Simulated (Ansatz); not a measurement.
In PBE+D3(BJ) in the plane-wave PAW code Ansatz, Br in the molecular I2 type structure (Cmce) relaxes to a = 6.984 Å, b = 4.147 Å, c = 8.578 Å.

It is gapped at this level: 1.31 eV (indirect).

Symmetry was held in the PBE+D3(BJ) relaxation. The substance is a gas or liquid at ambient conditions; this is its low-temperature solid. Spin–orbit coupling is left out wherever it is not named.

Potentials: the later of the program's two PAW sets.
